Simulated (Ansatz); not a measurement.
NbTc:
```cif
data_Nb2Tc2
_chemical_formula_sum 'Nb2 Tc2'
_space_group_name_H-M_alt 'Cmmm'
_space_group_IT_number 65
_space_group_name_Hall '-C 2 2'
_cell_length_a 3.17091
_cell_length_b 4.61113
_cell_length_c 4.37517
_cell_angle_alpha 90.000
_cell_angle_beta 90.000
_cell_angle_gamma 90.000
loop_
_atom_site_label
_atom_site_type_symbol
_atom_site_symmetry_multiplicity
_atom_site_Wyckoff_symbol
_atom_site_fract_x
_atom_site_fract_y
_atom_site_fract_z
_atom_site_occupancy
Nb1 Nb 2 a 0.00000 0.00000 0.00000 1
Tc1 Tc 2 c 0.00000 0.50000 0.50000 1
```
(The calculation used a cell of 2 atoms; values per cell refer to that cell.)

Relaxed with r²SCAN.

Task: Which orbitals make up the states near the Fermi level in plane-wave PAW r²SCAN (Ansatz code)?

Result: Within 0.5 eV of the Fermi level: Tc 4d 57 %, Nb 4d 33 %. Projections are on Löwdin-orthogonalised atomic valence shells; empty p or d shells of many metals are not among them.

Task: Tabulate the density of states.

Result: States/eV per cell of 2 atoms, in 0.25 eV bins, energy from the Fermi level.

| E (eV) | total | Tc 4d | Nb 4d | Nb 5s |
|---|---|---|---|---|
| -7.55 | 0.00 | 0.00 | 0.00 | 0.00 |
| -7.30 | 0.03 | 0.00 | 0.00 | 0.01 |
| -7.05 | 0.07 | 0.00 | 0.00 | 0.03 |
| -6.80 | 0.10 | 0.00 | 0.00 | 0.04 |
| -6.55 | 0.13 | 0.00 | 0.00 | 0.05 |
| -6.30 | 0.15 | 0.00 | 0.00 | 0.06 |
| -6.05 | 0.19 | 0.01 | 0.01 | 0.07 |
| -5.80 | 0.23 | 0.01 | 0.01 | 0.09 |
| -5.55 | 0.29 | 0.02 | 0.02 | 0.10 |
| -5.30 | 0.68 | 0.20 | 0.16 | 0.12 |
| -5.05 | 1.60 | 0.61 | 0.49 | 0.19 |
| -4.80 | 2.05 | 0.83 | 0.65 | 0.23 |
| -4.55 | 2.30 | 1.05 | 0.75 | 0.22 |
| -4.30 | 2.82 | 1.41 | 0.90 | 0.24 |
| -4.05 | 2.91 | 1.50 | 0.98 | 0.22 |
| -3.80 | 2.47 | 1.30 | 0.85 | 0.16 |
| -3.55 | 1.85 | 1.08 | 0.62 | 0.07 |
| -3.30 | 2.83 | 1.84 | 0.90 | 0.02 |
| -3.05 | 3.31 | 2.09 | 1.11 | 0.01 |
| -2.80 | 3.13 | 1.79 | 1.21 | 0.02 |
| -2.55 | 2.47 | 1.32 | 1.01 | 0.03 |
| -2.30 | 2.30 | 1.34 | 0.76 | 0.04 |
| -2.05 | 2.61 | 1.61 | 0.71 | 0.05 |
| -1.80 | 2.86 | 1.58 | 0.93 | 0.08 |
| -1.55 | 1.91 | 0.90 | 0.77 | 0.07 |
| -1.30 | 1.96 | 0.75 | 0.95 | 0.10 |
| -1.05 | 2.07 | 0.67 | 1.08 | 0.14 |
| -0.80 | 1.43 | 0.53 | 0.65 | 0.10 |
| -0.55 | 1.20 | 0.53 | 0.49 | 0.06 |
| -0.30 | 1.11 | 0.58 | 0.38 | 0.05 |
| -0.05 | 1.40 | 0.78 | 0.46 | 0.05 |
| 0.20 | 1.54 | 0.93 | 0.48 | 0.04 |
| 0.45 | 2.04 | 1.23 | 0.66 | 0.05 |
| 0.70 | 2.25 | 1.36 | 0.75 | 0.05 |
| 0.95 | 2.17 | 1.29 | 0.76 | 0.04 |
| 1.20 | 2.02 | 1.13 | 0.77 | 0.04 |
| 1.45 | 2.11 | 1.10 | 0.85 | 0.04 |
| 1.70 | 1.89 | 0.87 | 0.87 | 0.04 |
| 1.95 | 1.82 | 0.78 | 0.89 | 0.03 |
| 2.20 | 1.79 | 0.78 | 0.94 | 0.02 |
| 2.45 | 2.13 | 0.81 | 1.24 | 0.04 |
| 2.70 | 2.56 | 0.89 | 1.57 | 0.05 |
| 2.95 | 3.14 | 0.83 | 2.20 | 0.05 |
| 3.20 | 1.97 | 0.43 | 1.41 | 0.05 |
| 3.45 | 2.05 | 0.37 | 1.52 | 0.06 |
| 3.70 | 1.90 | 0.37 | 1.33 | 0.07 |
| 3.95 | 1.85 | 0.39 | 1.23 | 0.07 |
| 4.20 | 1.71 | 0.35 | 1.08 | 0.08 |
| 4.45 | 1.15 | 0.20 | 0.68 | 0.07 |
| 4.70 | 0.84 | 0.12 | 0.45 | 0.07 |

The workflow started from a Materials Project entry (that database holds measured and hypothetical structures alike); the Crystallography Open Database copy checked does not list it. With Nb and Tc taken as one species the cell has the higher symmetry Im-3m, so it may be an ordered model of a mixed-site phase. Its standing as an ambient phase is unchecked. The cell was relaxed with r²SCAN under the symmetry of its start; its stability against distortions is not shown here. The run is not spin-polarised. Scalar-relativistic: spin–orbit coupling is off unless named, which matters more the heavier the elements.

Potentials: the later of the program's two PAW sets.
